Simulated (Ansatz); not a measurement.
Hf:
```yaml
crystal:
  lattice:
    - [3.16047, 0.00000, 0.00000]
    - [-1.58023, 2.73704, 0.00000]
    - [0.00000, 0.00000, 4.99560]
  atoms:
    - { symbol: Hf, position: [0.33333, 0.66667, 0.75000] }
    - { symbol: Hf, position: [0.66667, 0.33333, 0.25000] }
```

Relaxed with PBEsol. Special points in fractions of this cell's reciprocal vectors: Γ (0.000, 0.000, 0.000); M (0.500, 0.000, 0.000); K (0.333, 0.333, 0.000); A (0.000, 0.000, 0.500); L (0.500, 0.000, 0.500); H (0.333, 0.333, 0.500).

### Question
List the band energies nearest the Fermi level at these points for the program Ansatz at the PBEsol level (PAW).

### Answer
In eV from the Fermi level; about four levels below and three above (degenerate sets whole), none deeper than 8.9 eV; points with the same levels are listed once.

| k | below | above |
|---|---|---|
| Γ | -7.51 -3.83 | 0.79 1.16 1.16 |
| M | -3.43 -2.89 -2.35 -0.74 | 0.74 0.91 1.72 |
| K | -2.28 -1.83 -1.83 -1.47 | 0.36 0.36 2.10 |
| A | -5.47 -5.47 | 0.14 0.14 1.04 1.04 1.04 1.04 |
| L | -3.54 -3.54 -1.06 -1.06 | 1.31 1.31 2.70 2.70 |
| H | -1.52 -1.52 -0.16 -0.16 | 2.56 2.56 5.23 5.23 |

Space group P6_3/mmc (hcp (Mg type)). The cell was relaxed with PBEsol under the symmetry of its start. No spin polarisation was allowed. Spin–orbit coupling is left out wherever it is not named.

Potentials: the earlier of the program's two PAW sets. The files were generated under PBE; for other functionals the program regenerates the frozen cores, and for LDA and PBEsol the local potential too.
